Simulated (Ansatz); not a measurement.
An Ansatz (an electronic-structure program) run. Input:

Ansatz 0.2 input:
```yaml
crystal:
  lattice:
    - [4.8494664077, 0.0, 0.0]
    - [0.0, 6.8738966927, 0.0]
    - [0.0, 0.0, 5.9993500303]
  atoms:
    - { symbol: Ni, position: [0.984660789, 0.1021274862, 0.3066414798] }
    - { symbol: Ni, position: [0.015339211, 0.8978725138, 0.6933585202] }
    - { symbol: Ni, position: [0.515339211, 0.8978725138, 0.8066414798] }
    - { symbol: Ni, position: [0.484660789, 0.1021274862, 0.1933585202] }
    - { symbol: Ni, position: [0.484660789, 0.3978725138, 0.6933585202] }
    - { symbol: Ni, position: [0.515339211, 0.6021274862, 0.3066414798] }
    - { symbol: Ni, position: [0.015339211, 0.6021274862, 0.1933585202] }
    - { symbol: Ni, position: [0.984660789, 0.3978725138, 0.8066414798] }
    - { symbol: P, position: [0.8258424127, 0.3878546845, 0.4435058939] }
    - { symbol: P, position: [0.1741575873, 0.6121453155, 0.5564941061] }
    - { symbol: P, position: [0.6741575873, 0.6121453155, 0.9435058939] }
    - { symbol: P, position: [0.3258424127, 0.3878546845, 0.0564941061] }
    - { symbol: P, position: [0.3258424127, 0.1121453155, 0.5564941061] }
    - { symbol: P, position: [0.6741575873, 0.8878546845, 0.4435058939] }
    - { symbol: P, position: [0.1741575873, 0.8878546845, 0.0564941061] }
    - { symbol: P, position: [0.8258424127, 0.1121453155, 0.9435058939] }
kpoints:
  mp_grid: { grid: [9, 6, 7] }
hamiltonian:
  xc: r2scan
  pseudopotentials: { kind: paw }
scf:
  occupations: { method: gaussian, width: 0.05 }
checkpoint: { read: metal.run }
output: { write_density: true, elf: true, volumetric_format: npy }
basis: { fft_grid_basis: typed }
```

Output (shortened):

```
Pseudopotential: Ni, paw, valence charge 18
Pseudopotential: P, paw, valence charge 5
Functional definition: r2SCAN
Crystal: 16 atoms, lattice volume = 199.987 Å³
Basis set: ecut = 500 eV, 5069 PW (Γ), exchange–correlation on 144×216×180 points (64 copies of the dense FFT grid, shifted against one another)
Bands: 111, of which v1, the nominal top of the filled ones, is band 92 counted from 1 (91 counted from 0)
Symmetry: 8 space group operations
Space group: Pbca (ITA 61), of the structure as read, at distance tolerance 5.8e-5 Å
k-points: 80 of 378
Stability of the state it starts from, as read at its close in the unpolarized treatment …
iter 1 solved again at ethr=3.35e-7 eV; its pass at ethr=3.10e-3 eV (dr2=6.16e-4 eV) is discarded
SCF iter   1: F=—  HF=-52843.166472 eV  |F-HF|=—  |Δ(HF+E_count)|=         —  Δρ=1.04e-6  dr2=1.28e-9  dr2_τ=6.68e-10  ethr=3.35e-7  ⟨swp⟩=3.0  Hψ=61815  notcnv=0
preconditioner: auto → Kerker (q_TF=auto, 2.691 Å⁻¹)
SCF iter   2: F=—  HF=-52843.166520 eV  |F-HF|=—  |Δ(HF+E_count)|=   4.82e-5  Δρ=1.54e-6  dr2=3.61e-9  dr2_τ=5.38e-10  ethr=1.00e-12  ⟨swp⟩=9.1  Hψ=43100  notcnv=0
SCF iter   3: F=-52843.166520 eV  HF=-52843.166520 eV  |F-HF|=1.24e-10  |Δ(HF+E_count)|=  3.49e-10  Δρ=4.47e-7  dr2=2.94e-10  dr2_τ=2.41e-10  ethr=1.00e-12  ⟨swp⟩=1.9  Hψ=21851  notcnv=0
SCF 1 converged in 3 iterations: F = -52843.166520 eV  dr2 = 2.94e-10
SCF converged after 3 iterations
Free energy (F): -52843.166520 eV
Harris-Foulkes:  -52843.166520 eV  (|F-HF|=1.24e-10)
Internal energy: -52843.160275 eV  (E = F + TS)
E sigma→0 (E₀):  -52843.163398 eV
Entropy (-TS):   -0.006245 eV (-0.390 meV/atom)
Fermi energy:    14.262277 eV
--- Per-component energies (eV) ---
  E_band       = -2821.303760
  E_kinetic    = 2852.822046
  E_local      = -35859.232654  (includes V_loc(G=0)·N_el)
  E_nonlocal   = 5384.370517
  E_hartree    = 15371.135402
  E_xc         = -1111.830629
  E_vxc        = -1479.490033  (∫ρ·V_xc dr)
  E_paw        = -17764.458398  (= ΣΔE_a)
  E_vpaw       = -4556.913345  (= ΣTr[D̂ρ^β])
  E_aug_tail   = 0.001824  (compensation charges beyond the density's cutoff)
  E_vtau       = 94.863797  (kinetic-family band-sum trace: ∫τ·v_τ [+ j·A + Jᵃ·Aᵃ] dr)
  E_ewald      = -21712.841096
  E_core_change = -3.127286  (= ΣΔE_core)
  E_smearing   = -0.006245  (= −TS)
  E_closure    =  0.000000  (closes the sum)
  Σ components = -52843.166520   (vs F -52843.166520, Δ=0.00e0)
  [band-id]    e_kinetic+e_local+e_nonlocal+2·e_hartree+e_vxc+e_vpaw+e_augmentation_tail+e_vtau = -2821.307045   (vs E_band -2821.303760, Δ=-3.29e-3)
--- Band table (eV; the first three rows and the last of 80) ---
  k-point 0: bands = ["-93.1721", "-93.1721", "-93.1704", "-93.1704", "-93.1621", "-93.1620", "-93.1603", "-93.1603", "-52.2954", "-52.2949", "-52.2933", "-52.2932", "-52.2551", "-52.2545", "-52.2516", "-52.2515", "-52.1250", "-52.1247", "-52.1245", …
  k-point 1: bands = ["-93.1720", "-93.1720", "-93.1705", "-93.1705", "-93.1620", "-93.1619", "-93.1604", "-93.1604", "-52.2953", "-52.2948", "-52.2934", "-52.2933", "-52.2549", "-52.2543", "-52.2517", "-52.2516", "-52.1250", "-52.1247", "-52.1245", …
  k-point 2: bands = ["-93.1718", "-93.1718", "-93.1708", "-93.1708", "-93.1617", "-93.1616", "-93.1606", "-93.1606", "-52.2950", "-52.2946", "-52.2937", "-52.2936", "-52.2544", "-52.2539", "-52.2522", "-52.2520", "-52.1250", "-52.1248", "-52.1245", …
  k-point 79: bands = ["-93.1676", "-93.1676", "-93.1673", "-93.1673", "-93.1651", "-93.1651", "-93.1649", "-93.1649", "-52.2755", "-52.2755", "-52.2749", "-52.2749", "-52.2680", "-52.2680", "-52.2673", "-52.2673", "-52.1040", "-52.1040", "-52.1038", …
```

Cost: roughly 2.2 core-minutes on shared cores.

The workflow started from a Materials Project entry (that database holds measured and hypothetical structures alike); the Crystallography Open Database files this formula in space group No. 61, but the cells were not matched. Whether it is the stable phase at ambient conditions was not checked. The r²SCAN relaxation kept the symmetry of its start; its stability against distortions is not shown here. The run is not spin-polarised.

Potentials: the later of the program's two PAW sets.

Ansatz is a plane-wave DFT program.
